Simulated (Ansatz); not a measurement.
The cell below belongs to a search over invented structures; it isn't taken from experiment.

Input and command of a plane-wave DFT calculation in Ansatz:

```yaml
crystal:
  lattice:
    - [3.1259845157, -5.4759179704, 0.0073702474]
    - [3.1259845157, 5.4759179704, 0.0073702474]
    - [-2.2438709841, 0.0, 3.4496668678]
  atoms:
    - { symbol: Be, position: [0.9215871612, 0.6695815262, 0.7560790277] }
    - { symbol: Be, position: [0.6695815262, 0.9215871612, 0.7560790277] }
    - { symbol: Be, position: [0.2162846652, 0.2162846652, 0.9039143701] }
    - { symbol: Te, position: [0.6772446003, 0.345589796, 0.0117292028] }
    - { symbol: Te, position: [0.345589796, 0.6772446003, 0.0117292028] }
    - { symbol: O, position: [0.9497485933, 0.9497485933, 0.8415609695] }
basis:
  ecutwfc: 420
kpoints:
  mp_grid: { grid: [6, 6, 8] }
hamiltonian:
  xc: pbe
scf:
  occupations: { method: gaussian, width: 0.02 }
output:
  forces: true
  stress: true
  eigenvalues: true
relax:
  adjacent_minimum: "off"
  f_tol: 0.01
  max_steps: 30
  cell: { stress_tol: 0.1, fix: [volume] }
```

```bash
ansatz run input.yaml --threads 1 --pin off --max-ram 2560MiB --backend cpu --events-out ev --progress --plain --runs-dir out
```

Processor: Intel(R) Xeon(R) Processor @ 2.50GHz (Skylake/Cascade Lake), 1 thread, on a host shared with other jobs.

How long does it run, and how much memory does it take?

About 5.1 min, peak memory 0.56 GiB. It solves 28 bands at 89 k points (after reduction by symmetry) with about 2293 plane waves, in 33 SCF iterations over 6 ionic steps.
